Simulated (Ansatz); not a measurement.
A geometry of TaRu away from equilibrium: step 5 of the relaxation of a relaxed TaRu cell displaced along its unstable phonon at q = (½, 0, 0) of its primitive reciprocal cell (48i cm⁻¹), largest move 0.15 Å. The numbers are results of PBEsol (plane waves to 420 eV, PAW, scalar-relativistic; Ansatz, a first-principles code), not measurements. Γ-centred k-mesh 5×10×11 on the run's cell (coarser than for final values), Fermi–Dirac smearing 0.05 eV. The plane waves were selected for a different cell earlier on the path.

```xyz
4
Lattice="7.0281 0.1386 0.0000 -1.6970 2.9393 0.0000 0.0000 0.0000 3.0132" Properties=species:S:1:pos:R:3 pbc="T T T"
Ta     7.5696    -0.4181     0.0000
Ta     3.3027     0.8166     0.0000
Ru     1.2426     1.5703     1.5066
Ru     5.4953     0.3603     1.5066
```

**Question.** Give the Cartesian forces on all atoms (eV/Å).

**Answer.** 
```json
[
 {"atom": "Ta1", "Fx": "0.82", "Fy": "-0.22", "Fz": "0.00"},
 {"atom": "Ta2", "Fx": "0.22", "Fy": "0.82", "Fz": "0.00"},
 {"atom": "Ru3", "Fx": "-0.77", "Fy": "0.12", "Fz": "0.00"},
 {"atom": "Ru4", "Fx": "-0.28", "Fy": "-0.72", "Fz": "0.00"}
]
```

The path ends in P4/mmm (No. 123). No spin polarisation in the result.

The run could not lose the symmetry of its start.

Of the parent cell (P-6m2 (No. 187)): it is a generated cell of TaRu: the first start was made by placing the elements on the sites of a structure type, and the end was not matched to a known phase here, so it may be hypothetical.

The first start was generated by placing the elements on the sites of a structure type. A measured structure of TaRu has the same space group, P4/mmm (No. 123); the sites were not compared with it.
